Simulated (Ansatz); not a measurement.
Ansatz input file:

```yaml
crystal:
  lattice:
    - [3.8152663786, 0.0, 0.0]
    - [0.0, 5.3956014568, 0.0]
    - [0.0, 0.0, 10.7912029135]
  atoms:
    - { symbol: Li, position: [0.0, 0.0, 0.0] }
    - { symbol: Li, position: [0.0, 0.5, 0.25] }
    - { symbol: Pd, position: [0.5, 0.25, 0.125] }
    - { symbol: Pd, position: [0.5, 0.75, 0.375] }
    - { symbol: Pd, position: [0.5, 0.75, 0.125] }
    - { symbol: Pd, position: [0.5, 0.25, 0.375] }
    - { symbol: Pd, position: [0.0, 0.5, 0.0] }
    - { symbol: Pd, position: [0.0, 0.0, 0.25] }
    - { symbol: Pd, position: [0.0, 1.0, 0.5] }
    - { symbol: Pd, position: [0.0, 0.5, 0.75] }
    - { symbol: Pd, position: [0.5, 0.25, 0.625] }
    - { symbol: Pd, position: [0.5, 0.75, 0.875] }
    - { symbol: Li, position: [0.5, 0.75, 0.625] }
    - { symbol: Li, position: [0.5, 0.25, 0.875] }
    - { symbol: Pd, position: [0.0, 0.5, 0.5] }
    - { symbol: Pd, position: [0.0, 0.0, 0.75] }
basis:
  ecutwfc: 420
kpoints:
  mp_grid: { grid: [10, 6, 3] }
hamiltonian:
  xc: pbesol
scf:
  occupations: { method: gaussian, width: 0.1 }
output:
  forces: true
  stress: true
  eigenvalues: true
  populations: true
  write_density: true
  write_potential: true
  elf: true
  volumetric_format: npy
relax:
  adjacent_minimum: "off"
  f_tol: 0.02
  max_steps: 45
  cell: { fix: [a, b, alpha, beta, gamma], stress_tol: 0.1 }
```

Run as
```bash
ansatz run input.yaml --threads 4 --pin off --max-ram 9216MiB --backend cpu --events-out ev --progress --plain --runs-dir out
```

Method: Ansatz, DFT PBEsol, scalar-relativistic, plane waves, PAW.

Part of what the program printed, abridged (iterations and final results):

```
SCF iter   1: F=—  HF=-83695.259662 eV  |F-HF|=—  |Δ(HF+E_count)|=         —  Δρ=1.21e-2  dr2=3.94e-1  ethr=1.77e-3  ⟨swp⟩=5.1  Hψ=28590  notcnv=0  defer=525
SCF iter   2: F=—  HF=-83695.203527 eV  |F-HF|=—  |Δ(HF+E_count)|=   5.61e-2  Δρ=4.69e-3  dr2=8.20e-2  ethr=1.73e-4  ⟨swp⟩=1.0  Hψ=9480  notcnv=0  defer=535
SCF iter   3: F=—  HF=-83695.191711 eV  |F-HF|=—  |Δ(HF+E_count)|=   1.18e-2  Δρ=9.34e-4  dr2=8.89e-3  ethr=3.60e-5  ⟨swp⟩=2.2  Hψ=10653  notcnv=0  defer=535
SCF iter   4: F=—  HF=-83695.190750 eV  |F-HF|=—  |Δ(HF+E_count)|=   9.61e-4  Δρ=3.37e-4  dr2=1.11e-3  ethr=3.90e-6  ⟨swp⟩=1.1  Hψ=7435  notcnv=0  defer=535
SCF iter   5: F=—  HF=-83695.190578 eV  |F-HF|=—  |Δ(HF+E_count)|=   1.73e-4  Δρ=1.11e-4  dr2=6.60e-5  ethr=4.89e-7  ⟨swp⟩=2.4  Hψ=10784  notcnv=0  defer=535
SCF iter   6: F=—  HF=-83695.190065 eV  |F-HF|=—  |Δ(HF+E_count)|=   5.13e-4  Δρ=2.70e-5  dr2=2.58e-6  ethr=2.89e-8  ⟨swp⟩=2.3  Hψ=10247  notcnv=0  defer=535
SCF iter   7: F=—  HF=-83695.190065 eV  |F-HF|=—  |Δ(HF+E_count)|=   2.70e-7  Δρ=9.64e-6  dr2=3.63e-7  ethr=1.13e-9  ⟨swp⟩=2.5  Hψ=11268  notcnv=0  defer=535
SCF iter   8: F=-83695.190065 eV  HF=-83695.190065 eV  |F-HF|=7.62e-8  |Δ(HF+E_count)|=   4.67e-8  Δρ=3.77e-6  dr2=8.90e-8  ethr=4.39e-11  ⟨swp⟩=13.1  Hψ=53076  notcnv=0
SCF 1 converged in 8 iterations: F = -83695.190065 eV  dr2 = 8.90e-8
relax step   1: F+E_penalty+E_count = -83695.19006459 eV  Δ(F+E_penalty+E_count) = +0.000e0 eV  max|allowed force component| = 3.419e-1 eV/Å  Δτ_max = 0.0000 Å  P = +1.254 GPa  Ω = 222.144 Å³  fix = [a, b, alpha, beta, gamma]  reactions: a +1.298, b +0.337 GPa; alpha -0.124 GPa/rad (8 SCF iters, dr2 threshold 1.00e-7 eV, accepted)
Crystal: 16 atoms, lattice volume = 224.030 Å³
Basis set: ecut = 420 eV, 4375 PW (Γ), exchange–correlation on 54×80×150 points (8 copies of the dense FFT grid, shifted against one another)
Initial density: handed on by an earlier stage of this run
Initial wavefunctions: those handed on with the density
SCF iter   1: F=—  HF=-83695.281868 eV  |F-HF|=—  |Δ(HF+E_count)|=         —  Δρ=8.73e-3  dr2=4.16e-1  ethr=1.83e-4  ⟨swp⟩=1.4  Hψ=33109  notcnv=0
SCF iter   2: F=—  HF=-83695.258282 eV  |F-HF|=—  |Δ(HF+E_count)|=   2.36e-2  Δρ=4.72e-3  dr2=1.59e-1  ethr=1.82e-4  ⟨swp⟩=1.0  Hψ=8220  notcnv=0
SCF iter   3: F=—  HF=-83695.243417 eV  |F-HF|=—  |Δ(HF+E_count)|=   1.49e-2  Δρ=6.89e-4  dr2=8.95e-3  ethr=6.96e-5  ⟨swp⟩=1.0  Hψ=8220  notcnv=0
SCF iter   4: F=—  HF=-83695.243243 eV  |F-HF|=—  |Δ(HF+E_count)|=   1.74e-4  Δρ=3.61e-4  dr2=8.43e-4  ethr=3.92e-6  ⟨swp⟩=1.0  Hψ=8220  notcnv=0
SCF iter   5: F=—  HF=-83695.242527 eV  |F-HF|=—  |Δ(HF+E_count)|=   7.16e-4  Δρ=1.48e-4  dr2=2.50e-4  ethr=3.70e-7  ⟨swp⟩=1.9  Hψ=11526  notcnv=0
SCF iter   6: F=—  HF=-83695.242515 eV  |F-HF|=—  |Δ(HF+E_count)|=   1.26e-5  Δρ=3.32e-5  dr2=9.16e-6  ethr=1.10e-7  ⟨swp⟩=1.0  Hψ=8220  notcnv=0
SCF iter   7: F=-83695.242513 eV  HF=-83695.242514 eV  |F-HF|=9.72e-7  |Δ(HF+E_count)|=   9.29e-7  Δρ=1.57e-5  dr2=1.33e-6  ethr=7.02e-10  ⟨swp⟩=10.2  Hψ=53600  notcnv=0
SCF 2 converged in 7 iterations: F = -83695.242513 eV  dr2 = 1.33e-6
relax step   2: F+E_penalty+E_count = -83695.24251279 eV  Δ(F+E_penalty+E_count) = -5.245e-2 eV  max|allowed force component| = 7.190e-2 eV/Å  Δτ_max = 0.0497 Å  P = -0.417 GPa  Ω = 224.030 Å³  energy of the carried Pulay correction = -4.424e-4 eV  fix = [a, b, alpha, beta, gamma]  reactions: a -0.238, b -0.540 GPa; alpha -0.124 GPa/rad (7 SCF iters, dr2 threshold 1.60e-6 eV, accepted)
Crystal: 16 atoms, lattice volume = 223.709 Å³
Basis set: ecut = 420 eV, 4359 PW (Γ), exchange–correlation on 54×80×150 points (8 copies of the dense FFT grid, shifted against one another)
SCF iter   1: F=—  HF=-83695.247392 eV  |F-HF|=—  |Δ(HF+E_count)|=         —  Δρ=1.58e-3  dr2=5.14e-3  ethr=2.16e-6  ⟨swp⟩=2.0  Hψ=29200  notcnv=0
SCF iter   2: F=—  HF=-83695.246687 eV  |F-HF|=—  |Δ(HF+E_count)|=   7.05e-4  Δρ=8.57e-4  dr2=1.73e-3  ethr=2.16e-6  ⟨swp⟩=1.0  Hψ=8220  notcnv=0
SCF iter   3: F=—  HF=-83695.246301 eV  |F-HF|=—  |Δ(HF+E_count)|=   3.86e-4  Δρ=9.19e-5  dr2=3.83e-5  ethr=7.61e-7  ⟨swp⟩=2.0  Hψ=11688  notcnv=0
SCF iter   4: F=—  HF=-83695.245678 eV  |F-HF|=—  |Δ(HF+E_count)|=   6.22e-4  Δρ=3.79e-5  dr2=5.20e-6  ethr=1.68e-8  ⟨swp⟩=2.6  Hψ=13342  notcnv=0
SCF iter   5: F=—  HF=-83695.245678 eV  |F-HF|=—  |Δ(HF+E_count)|=   9.38e-7  Δρ=1.47e-5  dr2=1.03e-6  ethr=2.28e-9  ⟨swp⟩=2.1  Hψ=13451  notcnv=0
SCF iter   6: F=-83695.245677 eV  HF=-83695.245677 eV  |F-HF|=1.21e-7  |Δ(HF+E_count)|=   1.30e-7  Δρ=4.32e-6  dr2=1.63e-7  ethr=2.44e-10  ⟨swp⟩=8.0  Hψ=45428  notcnv=0
SCF 3 converged in 6 iterations: F = -83695.245677 eV  dr2 = 1.63e-7
relax step   3: F+E_penalty+E_count = -83695.24567727 eV  Δ(F+E_penalty+E_count) = -3.164e-3 eV  max|allowed force component| = 1.314e-2 eV/Å  Δτ_max = 0.0083 Å  P = -0.146 GPa  Ω = 223.709 Å³  energy of the carried Pulay correction = -3.672e-4 eV  fix = [a, b, alpha, beta, gamma]  reactions: a +0.025, b -0.392 GPa; alpha -0.129 GPa/rad (6 SCF iters, dr2 threshold 5.57e-7 eV, accepted)
Initial wavefunctions: pseudopotential atomic-orbital guess (no wavefunctions were taken with the density)
SCF iter   1: F=—  HF=-83695.246562 eV  |F-HF|=—  |Δ(HF+E_count)|=         —  Δρ=1.76e-4  dr2=1.65e-6  ethr=1.98e-8  ⟨swp⟩=3.5  Hψ=48168  notcnv=0
SCF iter   2: F=—  HF=-83695.245994 eV  |F-HF|=—  |Δ(HF+E_count)|=   5.68e-4  Δρ=8.93e-5  dr2=4.83e-7  ethr=7.22e-10  ⟨swp⟩=2.0  Hψ=10520  notcnv=0
SCF iter   3: F=—  HF=-83695.246013 eV  |F-HF|=—  |Δ(HF+E_count)|=   1.90e-5  Δρ=1.80e-6  dr2=2.84e-8  ethr=2.12e-10  ⟨swp⟩=2.0  Hψ=8775  notcnv=0
SCF iter   4: F=—  HF=-83695.246013 eV  |F-HF|=—  |Δ(HF+E_count)|=   3.99e-9  Δρ=1.04e-6  dr2=7.99e-9  ethr=1.25e-11  ⟨swp⟩=1.4  Hψ=9952  notcnv=0
SCF iter   5: F=-83695.246013 eV  HF=-83695.246013 eV  |F-HF|=3.49e-10  |Δ(HF+E_count)|=  9.17e-10  Δρ=3.37e-7  dr2=4.96e-10  ethr=3.51e-12  ⟨swp⟩=1.1  Hψ=8232  notcnv=0
SCF iter   6: F=-83695.246013 eV  HF=-83695.246013 eV  |F-HF|=2.91e-11  |Δ(HF+E_count)|=  2.91e-11  Δρ=1.19e-7  dr2=5.09e-11  ethr=1.00e-12  ⟨swp⟩=5.3  Hψ=36575  notcnv=0
SCF 4 converged in 6 iterations: F = -83695.246013 eV  dr2 = 5.09e-11
SCF converged after 6 iterations
Free energy (F): -83695.246013 eV
Harris-Foulkes:  -83695.246013 eV  (|F-HF|=2.91e-11)
Internal energy: -83695.163764 eV  (E = F + TS)
E sigma→0 (E₀):  -83695.204889 eV
Entropy (-TS):   -0.082249 eV (-5.141 meV/atom)
Fermi energy:    15.998339 eV
--- Per-component energies (eV) ---
  E_band       = -2616.247623
  E_kinetic    = 6265.991213
  E_local      = -26624.164896  (includes V_loc(G=0)·N_el)
  E_nonlocal   = 2497.799322
  E_hartree    = 10923.237609
  E_xc         = -2058.157882
  E_vxc        = -2593.732795  (∫ρ·V_xc dr)
  E_paw        = -44299.591023  (= ΣΔE_a)
  E_vpaw       = -4008.618889  (= ΣTr[D̂ρ^β])
  E_aug_tail   = 0.002547  (compensation charges beyond the density's cutoff)
  E_ewald      = -30403.910944
  E_core_change = 3.630289  (= ΣΔE_core)
  E_smearing   = -0.082249  (= −TS)
--- Forces (eV/Å), atoms counted from 1 ---
  atom   1  Li     0.00000000     0.00209877     0.00116645
  atom   2  Li     0.00000000     0.00186980    -0.00078381
  atom   3  Pd     0.00000000     0.00456517     0.00078063
  atom   4  Pd     0.00000000     0.00314960     0.00618859
  atom   5  Pd     0.00000000     0.00980624     0.00557186
  atom   6  Pd     0.00000000    -0.01307401     0.00162928
  atom   7  Pd     0.00000000    -0.00248167     0.00064467
  atom   8  Pd     0.00000000     0.00714349     0.00952959
  atom   9  Pd     0.00000000     0.01307401    -0.00162928
  atom  10  Pd     0.00000000    -0.00980624    -0.00557186
  atom  11  Pd     0.00000000    -0.00714349    -0.00952959
  atom  12  Pd     0.00000000     0.00248167    -0.00064467
  atom  13  Li     0.00000000    -0.00186980     0.00078381
  atom  14  Li     0.00000000    -0.00209877    -0.00116645
  atom  15  Pd     0.00000000    -0.00314960    -0.00618859
  atom  16  Pd     0.00000000    -0.00456517    -0.00078063
--- Stress (GPa, compression-positive) ---
        0.022809       0.000000       0.000000
        0.000000      -0.392883       0.128380
        0.000000       0.128380      -0.076671
  P = ⅓ Tr σ = -0.1489 GPa (-1.489 kbar)
--- Band table (eV; the first three rows and the last of 60) ---
  k-point 0: bands = ["-68.0159", "-68.0045", "-67.9883", "-67.9764", "-67.9719", "-67.9509", "-67.9452", "-67.9430", "-67.8827", "-67.8705", "-67.8528", "-67.8444", "-33.9507", "-33.9428", "-33.9174", "-33.9133", "-33.9048", "-33.8669", "-33.8245", "-33.8164", "-33.8022", "-33.7765", "-33.7507", "-33.7371", "-33.7203", "-33.7181", "-33.7134", "-33.7110", "-33.6940", "-33.6896", "-33.6643", "-33.6593", "-33.6518", "-33.6470", "-33.6428", "-33.6148", "-33.6064", "-33.6019", "-33.5825", "-33.5797", "-33.5731", "-33.5656", "-33.5364", "-33.5267", "-33.5264", "-33.5249", "-33.4944", "-33.4855", "-28.1278", "-28.1066", "-27.9787", "-27.9783", "9.3409", "10.3477", "10.6027", "11.0297", "11.0458",  ...
  k-point 1: bands = ["-68.0156", "-68.0054", "-67.9869", "-67.9776", "-67.9716", "-67.9509", "-67.9451", "-67.9430", "-67.8827", "-67.8705", "-67.8527", "-67.8444", "-33.9496", "-33.9426", "-33.9202", "-33.9155", "-33.8998", "-33.8745", "-33.8243", "-33.8031", "-33.7984", "-33.7732", "-33.7633", "-33.7466", "-33.7236", "-33.7156", "-33.7071", "-33.7009", "-33.6941", "-33.6810", "-33.6787", "-33.6677", "-33.6594", "-33.6539", "-33.6241", "-33.6153", "-33.6075", "-33.5955", "-33.5924", "-33.5771", "-33.5639", "-33.5630", "-33.5379", "-33.5322", "-33.5262", "-33.5258", "-33.4921", "-33.4872", "-28.1278", "-28.1066", "-27.9787", "-27.9783", "9.4445", "9.9846", "10.7892", "10.9411", "11.2197", " ...
  k-point 2: bands = ["-68.0143", "-68.0043", "-67.9873", "-67.9767", "-67.9729", "-67.9522", "-67.9472", "-67.9405", "-67.8831", "-67.8708", "-67.8527", "-67.8443", "-33.9397", "-33.9255", "-33.9121", "-33.9014", "-33.8931", "-33.8660", "-33.8223", "-33.8140", "-33.7993", "-33.7789", "-33.7550", "-33.7512", "-33.7285", "-33.7284", "-33.7142", "-33.7027", "-33.7017", "-33.6677", "-33.6655", "-33.6617", "-33.6494", "-33.6484", "-33.6402", "-33.6222", "-33.6201", "-33.5982", "-33.5862", "-33.5807", "-33.5737", "-33.5719", "-33.5381", "-33.5375", "-33.5270", "-33.5252", "-33.4986", "-33.4887", "-28.1276", "-28.1066", "-27.9786", "-27.9782", "9.4971", "10.4648", "10.6832", "11.0818", "11.1332",  ...
  k-point 59: bands = ["-67.9880", "-67.9880", "-67.9879", "-67.9879", "-67.9649", "-67.9649", "-67.9534", "-67.9534", "-67.8679", "-67.8679", "-67.8604", "-67.8604", "-33.9415", "-33.9415", "-33.8917", "-33.8917", "-33.8570", "-33.8570", "-33.8399", "-33.8399", "-33.7749", "-33.7749", "-33.7669", "-33.7669", "-33.7384", "-33.7384", "-33.7199", "-33.7199", "-33.7014", "-33.7014", "-33.6574", "-33.6574", "-33.6447", "-33.6447", "-33.6345", "-33.6345", "-33.6218", "-33.6218", "-33.5926", "-33.5926", "-33.5665", "-33.5665", "-33.5247", "-33.5247", "-33.5142", "-33.5142", "-33.5016", "-33.5016", "-28.1163", "-28.1163", "-27.9776", "-27.9776", "11.4737", "11.4737", "11.6560", "11.6560", "11.8060" ...
--- Relaxed structure (3 steps of the walk, 3 accepted, 1 SCFs on fresh bases) ---
  F+E_penalty+E_count = -83695.24601336 eV   max|allowed force component| = 1.307e-2 eV/Å   (the final SCF, on the basis selected at the relaxed cell)
  cell:  # Å, volume = 223.7085 Å³
    - [3.8152663786, 6.08407522e-126, -7.41378353e-128]
    - [8.60418169e-126, 5.3956014568, 3.73588799e-113]
    - [-2.09693464e-127, 7.47177598e-113, 10.86720272]
  atoms:
    - { symbol: Li, position: [0.0, -0.00128107, 0.00427210] }
    - { symbol: Li, position: [0.0, 0.50158782, 0.24842967] }
    - { symbol: Pd, position: [0.49999999, 0.25426383, 0.12165929] }
    - { symbol: Pd, position: [0.49999999, 0.74796686, 0.37484508] }
    - { symbol: Pd, position: [0.49999999, 0.75251992, 0.12334452] }
    - { symbol: Pd, position: [0.49999999, 0.25168322, 0.37214981] }
    - { symbol: Pd, position: [0.0, 0.49921242, -0.00027580] }
    - { symbol: Pd, position: [0.0, 0.00174531, 0.24734076] }
    - { symbol: Pd, position: [0.0, 0.99831677, 0.50285018] }
    - { symbol: Pd, position: [0.0, 0.49748007, 0.75165547] }
    - { symbol: Pd, position: [0.49999999, 0.24825468, 0.62765923] }
    - { symbol: Pd, position: [0.49999999, 0.75078757, 0.87527580] }
    - { symbol: Li, position: [0.49999999, 0.74841217, 0.62657032] }
    - { symbol: Li, position: [0.49999999, 0.25128107, 0.87072789] }
    - { symbol: Pd, position: [0.0, 0.50203313, 0.50015491] }
    - { symbol: Pd, position: [0.0, -0.00426383, 0.75334070] }
--- Löwdin populations: 16 sites ---
  site symbol q [e]
     0     Li      3.2969
     1     Li      3.4933
     2     Pd     17.4727
     3     Pd     17.4229
     4     Pd     17.4460
     5     Pd     17.4326
     6     Pd     17.4849
     7     Pd     17.4201
     8     Pd     17.4326
     9     Pd     17.4460
    10     Pd     17.4201
    11     Pd     17.4849
    12     Li      3.4933
    13     Li      3.2969
    14     Pd     17.4229
    15     Pd     17.4727
  spilling = 0.022197 (of n_electrons = 228.000000)
```

The relaxation met its thresholds.

The run took 120 s on 4 threads of Arm Neoverse V2 (shared host), peak memory 1.7 GiB.